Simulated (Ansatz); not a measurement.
**IrRu: computed property card**

IrRu:
```yaml
crystal:
  lattice:
    - [1.34687, 0.77762, 4.40997]
    - [-1.34687, 0.77762, 4.40997]
    - [0.00000, -1.55523, 4.40997]
  atoms:
    - { symbol: Ru, position: [0.50000, 0.50000, 0.50000] }
    - { symbol: Ir, position: [0.00000, 0.00000, 0.00000] }
```

Space group R-3m (No. 166); conventional cell a = b = 2.694 Å, c = 13.230 Å, α = β = 90.00°, γ = 120.00°.

Method: the program Ansatz at the r²SCAN level (PAW). The cell and atoms are relaxed at this level. Other levels are named where they apply.

**Cell and energy**

Volume per atom: 13.86 Å³
Density: 17.57 g/cm³
Formation energy from the elements (no fitted shifts): -11 meV/atom

**Electronic structure**

- Electronic character = metallic (no gap)
- Density of states at the Fermi level = 0.88 states/eV per atom (mean over ±0.08 eV)
- Gap with spin–orbit coupling = none (metallic)

**Mechanics**

Bulk modulus (Birch–Murnaghan fit): 357 GPa
Pressure derivative B′: 4.9

**Phonons**

* **Highest zone-centre frequency**: 197 cm^-1
* **Zone-centre stability**: no imaginary mode at Γ

**Charges**

- Bader charges: Ru +0.20, Ir -0.20 e

The first step of the workflow began from a Materials Project structure, measured or hypothetical; the Crystallography Open Database copy checked does not list it. With Ru and Ir taken as one species the cell has the higher symmetry Fm-3m, so it may be an ordered model of a mixed-site phase. Its standing as an ambient phase is unchecked. The cell was relaxed with r²SCAN under the symmetry of its start. No spin polarisation was allowed. As this level gives no gap, phonon frequencies hold no LO–TO term and depend on the k-mesh and smearing (Fermi–Dirac, 0.1 eV here). Axis ratios of metals converge slowly with the k-mesh, so a and c are less sure than the volume. The references are the lowest solids computed at this level, not always the standard phases. Scalar-relativistic: spin–orbit coupling is off unless named, which matters more the heavier the elements.

Potentials: the later of the program's two PAW sets.
